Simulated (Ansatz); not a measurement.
TiC (rock salt)

```
TiC
1.0
    0.00000     2.16390     2.16390
    2.16390     0.00000     2.16390
    2.16390     2.16390     0.00000
C Ti
1 1
Direct
  0.00000   0.00000   0.00000
  0.50000   0.50000   0.50000
```

The numbers are results of r2SCAN (plane waves to 500 eV, PAW, scalar-relativistic; Ansatz, an electronic-structure program), not measurements. DFPT wavenumbers on a 18×18×18 k mesh, in cm⁻¹ and rounded to 5; i marks imaginary ones, q is in fractions of the reciprocal vectors of the cell shown, and the three acoustic modes at Γ are left out. TiC is run without spin polarisation. TiC was relaxed with its symmetry unable to fall.

### Question
Does any mode at Γ, L = (0.5, 0.0, 0.0), X = (0.5, 0.5, 0.0) come out imaginary?

### Answer
No imaginary mode at these points (lowest 255 cm⁻¹ at L = (0.5, 0.0, 0.0)); other wave vectors were not tested.

### Question
List the wavenumbers at Γ, L = (0.5, 0.0, 0.0), X = (0.5, 0.5, 0.0), with degeneracies.

### Answer
| q | wavenumbers (cm⁻¹) |
|---|---|
| Γ | 505 (×3) |
| L = (0.5, 0.0, 0.0) | 255 (×2), 465, 580 (×2), 740 |
| X = (0.5, 0.5, 0.0) | 290 (×2), 360, 515 (×2), 610 |
